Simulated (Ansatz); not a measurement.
Total density of states per atom from plane-wave PAW PBEsol (Ansatz code), in 0.25 eV bins, energy from the Fermi level:

```
E (eV) | states/eV/atom
    -7.15 |  0.00
    -6.90 |  0.02
    -6.65 | # 0.04
    -6.40 | # 0.05
    -6.15 | # 0.07
    -5.90 | # 0.08
    -5.65 | ## 0.10
    -5.40 | ## 0.15
    -5.15 | ###### 0.37
    -4.90 | ########## 0.61
    -4.65 | ##################### 1.25
    -4.40 | ###################### 1.29
    -4.15 | #################### 1.20
    -3.90 | ##################### 1.28
    -3.65 | ####################### 1.36
    -3.40 | ######################### 1.51
    -3.15 | ##################### 1.28
    -2.90 | ###################### 1.31
    -2.65 | ################## 1.07
    -2.40 | ############# 0.80
    -2.15 | ############## 0.87
    -1.90 | ####################### 1.38
    -1.65 | ############################## 1.79
    -1.40 | ####################### 1.35
    -1.15 | ############# 0.80
    -0.90 | ############## 0.82
    -0.65 | ############ 0.69
    -0.40 | ############## 0.82
    -0.15 | ######################### 1.50
     0.10 | #################### 1.18
     0.35 | ############## 0.87
     0.60 | ################## 1.09
     0.85 | ################# 1.01
     1.10 | ################ 0.96
     1.35 | ################## 1.06
     1.60 | ############# 0.78
     1.85 | ################### 1.13
     2.10 | #################### 1.20
     2.35 | ############### 0.91
     2.60 | ################## 1.09
     2.85 | ####################### 1.37
     3.10 | ####################### 1.35
     3.35 | ##################### 1.28
     3.60 | ###################### 1.30
```

Task: Which compound is it?
A) Mo, P6/mmm (Mo on 1a, Mo on 2d)
B) B2Ir, P6/mmm (Ir on 1a, B on 2d)
C) LiC6, P6/mmm (Li on 1a, C on 6k)
D) ZrGe2, P6/mmm (Zr on 1a, Ge on 2d)

Result: A, Mo, P6/mmm (Mo on 1a, Mo on 2d). Within 0.5 eV of the Fermi level: Mo 4d 91 %, Mo 5s 5 %. Projections are on Löwdin-orthogonalised atomic valence shells; empty p or d shells of many metals are not among them.

The start of the workflow was typed in or built on a structure type; neither database checked (COD, Materials Project) lists it. It is not the phase usual at ambient conditions (space group No. 229). Symmetry was held in the PBEsol relaxation. At this level the phase is dynamically unstable (imaginary phonons). The run is not spin-polarised. Scalar-relativistic: spin–orbit coupling is off unless named, which matters more the heavier the elements.

Potentials: the earlier of the program's two PAW sets. The files were generated under PBE; for other functionals the program regenerates the frozen cores, and for LDA and PBEsol the local potential too.
